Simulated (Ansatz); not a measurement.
Ge2Sb2Te5:
```
Ge2Sb2Te5
1.0
    4.23210     0.00000     0.00000
   -2.11605     3.66510     0.00000
    0.00000     0.00000    16.87260
Ge Sb Te
2 2 5
Cartesian
  0.00000   2.44340  15.17322
  2.11605   1.22170   1.69938
  0.00000   0.00000  11.50668
  0.00000   0.00000   5.36592
  0.00000   0.00000   0.00000
  2.11605   1.22170  13.51122
  0.00000   2.44340   3.36139
  0.00000   2.44340   9.77970
  2.11605   1.22170   7.09291
```

Relaxed with PBE+D3(BJ). Special points in fractions of this cell's reciprocal vectors: Γ (0.000, 0.000, 0.000); M (0.500, 0.000, 0.000); K (0.333, 0.333, 0.000); A (0.000, 0.000, 0.500); L (0.500, 0.000, 0.500); H (0.333, 0.333, 0.500).

Question: List the band energies nearest the valence-band maximum at these points for PBE+D3(BJ) (plane waves, PAW; program Ansatz).

Answer: In eV from the valence-band maximum; about four levels below and three above (degenerate sets whole), none deeper than 8.9 eV; points with the same levels are listed once.

```json
[
 {"k": "Γ", "below": "-1.43 -1.43 -1.14 -0.87 0.00", "above": "0.13 0.13 0.25"},
 {"k": "M", "below": "-1.81 -1.75 -1.43 -0.89", "above": "0.28 0.91 0.92"},
 {"k": "K", "below": "-2.53 -0.87 -0.87 -0.76", "above": "0.57 0.57 0.83"},
 {"k": "A", "below": "-1.56 -1.56 -1.56 -1.56 -1.44 -0.71 -0.18", "above": "0.35 0.35 0.48 0.48"},
 {"k": "L", "below": "-2.25 -2.01 -1.46 -0.62", "above": "0.25 0.40 1.49"},
 {"k": "H", "below": "-1.86 -1.51 -1.51 -1.44", "above": "1.48 1.48 1.67 1.67"}
]
```

Space group P-3m1. The cell was relaxed with PBE+D3(BJ) under the symmetry of its start. Spin–orbit coupling is left out wherever it is not named.

Potentials: the earlier of the program's two PAW sets.
